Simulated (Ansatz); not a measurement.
Method: r2SCAN, no spin polarisation; PAW, plane waves to 500 eV, 8×8×4 Γ-centred mesh, fermi-dirac occupations (width 0.1 eV) (Ansatz 0.2.0), atoms fixed.

Computed maps in the lattice plane spanned by a (left to right, 5.22 Å, 16 points from zero) and b (bottom to top, 5.22 Å, 16 points from zero), 120° apart, at height 0.250 along c. The fields are smooth PAW ones with compensation charges, not the true ones near nuclei.

Valence density. Digits on a logarithmic scale: 0 up to 0.03 e/Å³, each further digit a factor of 1.6, 9 from 1.3 e/Å³ up:
```
6667765555677666
7665554445556678
9755443344557999
9754433344579999
9654333345699999
7543333345799999
6543333456899998
5544444556799976
6554455666777766
7655567877666778
9755799997667999
9767999997679999
9669999997799999
7679999976799999
6689999866899998
6679997656799976
```

ELF. Ten even steps from '0' (0.11) to '9' (0.68):
```
2222223443222222
2233345554333223
5234543345432588
7235421245327999
6244200244269339
3353101353398389
2453223542389983
4454445442367632
2345543223222232
3234323332333233
6233269862332689
7232798972327989
5225933962269339
2228938833388398
2238999322399983
3225763242367522
```

Task: The cell is ScRu₂. Which atoms lie within 0.2 Å of this plane, and where (fractions of a and b)?

Result: Ru at (0.83, 0.67), Ru at (0.33, 0.17), Ru at (0.83, 0.17). The whole cell:
```
CELL_PARAMETERS angstrom
5.21649 0.00000 0.00000
-2.60824 4.51761 0.00000
0.00000 0.00000 8.63394
ATOMIC_POSITIONS crystal
Sc 0.33330 0.66670 0.05800
Sc 0.66660 0.33330 0.55800
Sc 0.33330 0.66670 0.44200
Sc 0.66670 0.33340 0.94200
Ru 0.83300 0.66600 0.25000
Ru 0.16700 0.83300 0.75000
Ru 0.33400 0.16700 0.25000
Ru 0.16700 0.33400 0.75000
Ru 0.83300 0.16700 0.25000
Ru 0.66600 0.83300 0.75000
Ru 0.00000 0.00000 0.00000
Ru 0.00000 0.00000 0.50000
```

Origin: a known structure type with other elements, at an estimated volume, so it need not be a known compound. Caveats: many states at the Fermi level without spin polarisation, so a magnetic state may lie lower.
